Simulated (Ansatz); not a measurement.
A distorted cell of Ag$_{5}$(PbO$_{3}$)$_{2}$ (space group P-31m):

```yaml
crystal:
  lattice:
    - [5.75271, 0.00000, 0.00000]
    - [-2.87636, 4.98200, 0.00000]
    - [0.00000, 0.00000, 6.25028]
  atoms:
    - { symbol: Ag, position: [0.00000, 0.00000, 0.21648] }
    - { symbol: Ag, position: [0.00000, 0.00000, 0.78352] }
    - { symbol: Ag, position: [0.00000, 0.50000, 0.00000] }
    - { symbol: Ag, position: [0.50000, 0.50000, 0.00000] }
    - { symbol: Ag, position: [0.50000, 0.00000, 0.00000] }
    - { symbol: Pb, position: [0.66667, 0.33333, 0.50000] }
    - { symbol: Pb, position: [0.33333, 0.66667, 0.50000] }
    - { symbol: O, position: [0.62996, 0.62996, 0.30727] }
    - { symbol: O, position: [0.37004, 0.37004, 0.69273] }
    - { symbol: O, position: [0.37004, 0.00000, 0.30727] }
    - { symbol: O, position: [0.62996, 0.00000, 0.69273] }
    - { symbol: O, position: [0.00000, 0.37004, 0.30727] }
    - { symbol: O, position: [0.00000, 0.62996, 0.69273] }
```

Computed with PBEsol (plane waves to 420 eV, PAW, scalar-relativistic; Ansatz, a program for electronic structure). k mesh 8×8×6 (Γ-centred), Fermi-Dirac smearing 0.05 eV. The energy includes the smearing's −TS. Stress and pressure are positive under compression. Ag5(PbO3)2 is run without spin polarisation and with no Hubbard U. Ag5(PbO3)2 was relaxed with its symmetry unable to fall. Spin-orbit coupling is left out, though Pb is heavy.

Q: What is the stress tensor (GPa)?

A: 
```
   10.9      0.0      0.0
    0.0     10.9      0.0
    0.0      0.0     13.0
```
The pressure, a third of the trace, is 11.6 GPa.

Q: It is the relaxed cell scaled evenly to V/V₀ = 0.920, atoms relaxed where free. What is its energy relative to the relaxed cell?

A: 40 meV/atom.

(A scan under strain: stresses follow from slopes of the energy per volume, elastic moduli from its curvatures.)
